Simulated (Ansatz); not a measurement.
GaN:
```xyz
4
Lattice="3.2184 0.0000 0.0000 -1.6092 2.7872 0.0000 0.0000 0.0000 5.2431" Properties=species:S:1:pos:R:3 pbc="T T T"
Ga     1.6092     0.9291     0.0051
Ga     0.0000     1.8581     2.6266
N      1.6092     0.9291     3.2730
N      0.0000     1.8581     0.6514
```

Relaxed with PBE. Special points in fractions of this cell's reciprocal vectors: Γ (0.000, 0.000, 0.000); M (0.500, 0.000, 0.000); K (0.333, 0.333, 0.000); A (0.000, 0.000, 0.500); L (0.500, 0.000, 0.500); H (0.333, 0.333, 0.500).

List the band energies nearest the valence-band maximum at these points for the program Ansatz at the PBE level (PAW).

In eV from the valence-band maximum; about four levels below and three above (degenerate sets whole), none deeper than 8.9 eV; points with the same levels are listed once.

| k | below | above |
|---|---|---|
| Γ | -1.00 -1.00 -0.04 0.00 0.00 | 1.71 4.07 9.02 |
| M | -4.07 -2.64 -2.11 -0.96 | 4.99 5.37 5.98 |
| K | -5.08 -2.87 -2.87 -2.62 | 5.18 7.54 7.54 |
| A | -0.51 -0.51 -0.51 -0.51 | 4.06 4.06 8.32 8.32 |
| L | -1.87 -1.87 -1.83 -1.83 | 4.31 4.31 7.58 7.58 |
| H | -4.04 -4.04 -1.42 -1.42 | 6.23 6.23 7.25 7.25 |

Space group P6_3mc (wurtzite). The PBE relaxation kept the symmetry of its start. Scalar-relativistic: spin–orbit coupling is off unless named, which matters more the heavier the elements.

Potentials: the later of the program's two PAW sets.
